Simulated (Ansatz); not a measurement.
Relaxed TiB₂ (AlB2 type, space group P6/mmm):

```xyz
3
Lattice="3.0320 0.0000 0.0000 -1.5160 2.6258 0.0000 0.0000 0.0000 3.2243" Properties=species:S:1:pos:R:3 pbc="T T T"
Ti     0.0000     0.0000     0.0000
B      0.0000     1.7505     1.6122
B      1.5160     0.8753     1.6122
```

Scan: atom 3 (B, nearest neighbour B at 1.751 Å; its periodic images, 3.0 Å or more away, move with it) is displaced along Cartesian [110], direction (0.707, 0.707, 0.000) in Cartesian axes, by s. The other atoms stay.

Level of theory: PBE (plane waves to 420 eV, PAW, scalar-relativistic; Ansatz, a program for electronic structure). k mesh 14×14×12 (Γ-centred), Fermi-Dirac smearing 0.05 eV. E stands for the smeared free energy. Compression counts positive. Left out: 1 of 11 points, with atoms too close for the PAW data. With partly filled bands, energies and forces of such displacements shift with the k mesh and the smearing. F∥ is the force on the atom along that direction. F⊥ is the part of the force across the line. TiB2 is run without spin polarisation. TiB2 was relaxed with its symmetry unable to fall. The zero of ΔE is the undisplaced structure.

| s (Å) | ΔE (eV/cell) | F∥ (eV/Å) | |F⊥| (eV/Å) | P (GPa) |
|---|---|---|---|---|
| -0.530 | 2.311 | 8.156 | 4.302 | 30.9 |
| -0.424 | 1.514 | 6.835 | 2.666 | 20.6 |
| -0.318 | 0.870 | 5.290 | 1.440 | 12.0 |
| -0.212 | 0.397 | 3.637 | 0.602 | 5.5 |
| -0.106 | 0.102 | 1.893 | 0.141 | 1.4 |
| 0.000 | 0.000 | 0.000 | 0.000 | 0.0 |
| 0.106 | 0.112 | -2.184 | 0.142 | 1.5 |
| 0.212 | 0.483 | -4.925 | 0.622 | 6.5 |
| 0.318 | 1.187 | -8.538 | 1.548 | 15.3 |
| 0.424 | 2.340 | -13.488 | 3.188 | 28.6 |

Summary:

| Item | Result |
|---|---|
| Energy at s = 0.424 Å | 2340 meV/cell |
| Force along the line at s = -0.530 Å | 8.16 eV/Å |
| Symmetry of the curve | not even: the positive side lies higher at ±0.424 Å |
| Shape of the curve | a single well with its minimum at or next to zero displacement |
| Force constant k = d²E/ds² at s = 0 (finite differences) | 18.9 eV/Å² |
| Harmonic estimate at the end of the scan | ½ks² = 1700 meV/cell against the computed 2340 meV/cell, so the well is stiffer than harmonic there |

The 11 points together took about 5 core-minutes (a rough figure).

(A displaced cell: forces are minus the slopes of the energy, force constants its curvatures, and phonons follow from these.)
